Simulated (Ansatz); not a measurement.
The start is a generated cell, In placed in the AFLOW prototype A_tI2_139_a (A6, as in In). A full variable-cell relaxation at zero pressure is run with PBE (plane waves to 420 eV, PAW, scalar-relativistic; Ansatz, a program for electronic structure). The first steps use a coarse 12×12×12 k-mesh.

Initial structure:
```yaml
crystal:
  lattice:
    - [-1.85627, 1.85627, 1.99593]
    - [1.85627, -1.85627, 1.99593]
    - [1.85627, 1.85627, -1.99593]
  atoms:
    - { symbol: In, position: [0.00000, 0.00000, 0.00000] }
```

Task: By how much does the energy per atom fall from start to end?

Result: Under 0.01 eV/atom.

Task: How does the volume change?

Result: +0.7 %, from 27.51 to 27.69 Å³/atom.

Task: How do the shortest distances between atoms change?

Result: The closest pairs of elements (up to four, under 3.6 Å), start → end: In–In 3.30 → 3.30 Å.

Task: Is the relaxed structure metallic? Give its gap.

Result: Zero (metallic).

Task: Write out the relaxed structure.

Result: 
Space group I4/mmm (No. 139); a = b = 3.7352 Å, c = 3.9694 Å, α = β = γ = 90.00°

```csv
atom,site,symmetry,x,y,z
In,2a,4/mmm,0.0000,0.0000,0.0000
```
(The calculation used a cell of 1 atom; values per cell refer to that cell.)

The space group stays I4/mmm (No. 139) (the run could not lower it); the end is AFLOW prototype A_tI2_139_a (A6, as in In), with 1 atom in the primitive cell. Final values are on a 17×17×17 k-mesh of the relaxed cell. No spin polarisation in the result.

The run could not lose the symmetry of its start.
